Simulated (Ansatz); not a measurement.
Input and command of a plane-wave DFT calculation in Ansatz:

```yaml
crystal:
  lattice:
    - [5.3951895498, 0.0, 0.0]
    - [-2.6975947749, 4.6723712083, 0.0]
    - [0.0, 0.0, 24.671726996]
  atoms:
    - { symbol: Ru, position: [0.3333333333, 0.1666666667, 0.3242578033] }
    - { symbol: Ru, position: [0.3333333333, 0.6666666667, 0.3242578033] }
    - { symbol: Ru, position: [0.8333333333, 0.1666666667, 0.3242578033] }
    - { symbol: Ru, position: [0.8333333333, 0.6666666667, 0.3242578033] }
    - { symbol: Ru, position: [0.1666666667, 0.3333333333, 0.4107093516] }
    - { symbol: Ru, position: [0.1666666667, 0.8333333333, 0.4107093516] }
    - { symbol: Ru, position: [0.6666666667, 0.3333333333, 0.4107093516] }
    - { symbol: Ru, position: [0.6666666667, 0.8333333333, 0.4107093516] }
    - { symbol: Ru, position: [0.3333333333, 0.1666666667, 0.4977386392] }
    - { symbol: Ru, position: [0.3333333333, 0.6666666667, 0.4977386392] }
    - { symbol: Ru, position: [0.8333333333, 0.1666666667, 0.4977386392] }
    - { symbol: Ru, position: [0.8333333333, 0.6666666667, 0.4977386392] }
    - { symbol: Ru, position: [0.1666666667, 0.3333333333, 0.5815024409] }
    - { symbol: Ru, position: [0.1666666667, 0.8333333333, 0.5815024409] }
    - { symbol: Ru, position: [0.6666666667, 0.3333333333, 0.5815024409] }
    - { symbol: Ru, position: [0.6666666667, 0.8333333333, 0.5815024409] }
    - { symbol: C, position: [-0.2157226593, -0.0185746696, 0.6882237904] }
    - { symbol: O, position: [0.0, 0.0, 0.6771584929] }
basis:
  ecutwfc: 420
kpoints:
  mp_grid: { grid: [4, 4, 1] }
hamiltonian:
  xc: pbe
  dispersion: d3bj
scf:
  occupations: { method: gaussian, width: 0.1 }
output:
  forces: true
  eigenvalues: true
  write_density: true
  write_potential: true
  elf: true
  volumetric_format: npy
relax:
  adjacent_minimum: "off"
  f_tol: 0.04
  max_steps: 100
  constraints: [{ sites: [0, 1, 2, 3, 4, 5, 6, 7] }]
efield:
  axis: 3
  dipole_correction: true
  ramp_width: 0.04
```

```bash
ansatz run input.yaml --threads 4 --pin off --max-ram 10240MiB --backend cpu --events-out ev --progress --plain --runs-dir out
```

Processor: Arm Neoverse V2, 4 threads, on a host shared with other jobs.

Estimate time, memory and problem size.

About 8.1 min on 4 threads of Arm Neoverse V2, on a shared host, peak memory 2.5 GiB. It solves 160 bands at 10 k points (the mesh reduced by the symmetry that the task leaves, which can be less than the crystal's) with about 12029 plane waves, in 87 SCF iterations over 15 ionic steps.
